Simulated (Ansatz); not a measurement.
The calculation used DFT, BLYP, plane waves (420 eV) with PAW, scalar-relativistic in Ansatz 0.2.0. The PAW files were generated under PBE, with cores re-solved for the functional.

An element in the bcc structure gives this curve. The cell is scaled uniformly from the relaxed one, with fractional coordinates and shape fixed. Energies are extrapolated to zero smearing, pressures are those at the given smearing. Magnetic state: spin not included.

| V (Å³/atom) | E − E₀ (meV/atom) | P (GPa) |
| --- | --- | --- |
| 20.154 | 113.8 | 15.25 |
| 21.071 | 46.3 | 9.27 |
| 21.987 | 10.1 | 4.27 |
| 22.903 | 0.1 | 0.09 |
| 23.819 | 11.8 | -3.40 |
| 24.735 | 41.7 | -6.33 |
| 25.651 | 86.9 | -8.77 |

Which element is it?
A. hafnium
B. silver
C. arsenic
D. lithium

A. Its fit is V₀ = 22.84 Å³/atom, B₀ = 96 GPa, B₀′ = 3.5.
